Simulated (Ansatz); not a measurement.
Ni6Ge2B:
```xyz
9
Lattice="6.1389 0.0000 0.0000 -3.0695 5.3165 0.0000 0.0000 0.0000 2.9357" Properties=species:S:1:pos:R:3 pbc="T T T"
Ni     2.3402     4.0534     0.0000
Ni    -0.7292     1.2631     0.0000
Ni     1.4585     0.0000     0.0000
Ni     1.1698     2.0261     1.4679
Ni    -1.8997     3.2904     1.4679
Ni     3.7994     0.0000     1.4679
Ge     3.0695     1.7722     0.0000
Ge     0.0000     3.5443     0.0000
B      0.0000     0.0000     1.4679
```

This is the r²SCAN-relaxed structure.

All from DFT-r²SCAN in the program Ansatz with PAW potentials, unless another level is named. Predict the electronic character.

metallic (no gap).

Give the formation energy from the elements (no fitted shifts).

-0.28 eV/atom.

What about the density of states at the Fermi level?

0.51 states/eV per atom (mean over ±0.08 eV).

Space group P-62m. The workflow started from a Materials Project entry (that database holds measured and hypothetical structures alike); the Crystallography Open Database copy checked does not list it. Whether it is the stable phase at ambient conditions was not checked. The cell was relaxed with r²SCAN under the symmetry of its start; whether a distortion lowers the energy is not shown. No spin polarisation was allowed. The references are the lowest solids computed at this level, not always the standard phases. Scalar-relativistic: spin–orbit coupling is off unless named, which matters more the heavier the elements.

Potentials: the earlier of the program's two PAW sets.
